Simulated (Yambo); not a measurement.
InP (zinc blende, space group F-43m, No. 216), G0W0@LDA in Yambo (4×4×4 mesh, plasmon pole; 10 Ry block, no terminator). The number N of bands in W and G is varied.

```tsv
N	x = 1/N	gap Γ → Γ (eV)	shift of the valence edge (eV)
39	0.02564	1.111	0.018
61	0.01639	1.087	-0.211
88	0.01136	1.094	-0.354
115	0.00870	?	?
```

Q: Basis-set arguments suggest E = E∞ + A x. Fix A and E∞ from the two rows above the withheld one, predict the row at 115 bands, and test the form.

A: Gap: A = (1.094 − (1.087))/(0.01136 − 0.01639) = -1.39, E∞ = 1.110 eV, so 1.098 eV is predicted; the run gave 1.108 eV (miss 10 meV). The first two rows have slope 2.59, so the form doesn't hold yet over the whole range. Shift: A = (-0.354 − (-0.211))/(0.01136 − 0.01639) = 28.4, E∞ = -0.677 eV, so -0.430 eV is predicted; the run gave -0.439 eV (miss 9 meV). The first two rows have slope 24.8, within 15 % of that. The other settings are held fixed.

The standard potential for In keeps a d shell in the valence without the s and p states of that shell. In tests on such compounds this moved G0W0 gaps by up to about 0.9 eV, so absolute quasiparticle energies here are unreliable; differences between settings are what counts.

Spin-orbit coupling is not included.

Geometry relaxed with LDA; primitive cell a = b = c = 4.117 Å, α = β = γ = 60.00°.

A shift is the quasiparticle energy of the state minus its LDA energy.
